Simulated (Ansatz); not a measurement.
# Li2Ga: pressure against volume

Li2Ga, Cmcm, a = 4.501 Å, b = 9.432 Å, c = 4.314 Å. The structure is a COD entry; whether it is the stable form wasn't checked. Ansatz: r2SCAN, PAW, 500 eV, Γ-centred 10×10×8 mesh on 6 atoms, Gaussian smearing 0.10 eV; no spin polarisation. Shape and atoms are relaxed at each volume; pressure is positive in compression.

| V (Å³/atom) | P (GPa) |
| --- | --- |
| 13.428 | ? |
| 13.886 | 3.94 |
| 14.344 | 2.41 |
| 14.802 | 1.10 |
| 15.260 | -0.02 |
| 15.717 | -0.98 |
| 16.175 | -1.80 |
| 16.785 | -2.70 |

Question: Take V0 = 15.260 Å³/atom, count pressures from its P0 = -0.02 GPa, fit the third-order Birch–Murnaghan form to the other rows, and predict the missing pressure.

Answer: With the Eulerian strain f = ½[(V0/V)^(2/3) − 1] and y = (P − P0)/[3f(1 + 2f)^(5/2)], the form is the line y = B0 + 1.5 B0 (B0′ − 4) f. Rows (f, y): 0.03246, 34.7; 0.02107, 34.7; 0.01026, 34.6; -0.00974, 34.5; -0.01904, 34.3; -0.03076, 34.0. Means f = 0.0007083, y = 34.467; Σ(Δf)² = 0.003003, ΣΔfΔy = 0.03106; the slope is their ratio. y = 34.46 + 10.34 f GPa, so B0 = 34.5 GPa and B0′ = 4 + 2 × (10.34)/(3 × 34.46) = 4.20. At V = 13.428, f = 0.04450, y = 34.92 and P = 5.75 GPa. The run gave 5.72 GPa, so the fit is 0.03 GPa too high, a small miss on the scale of the series.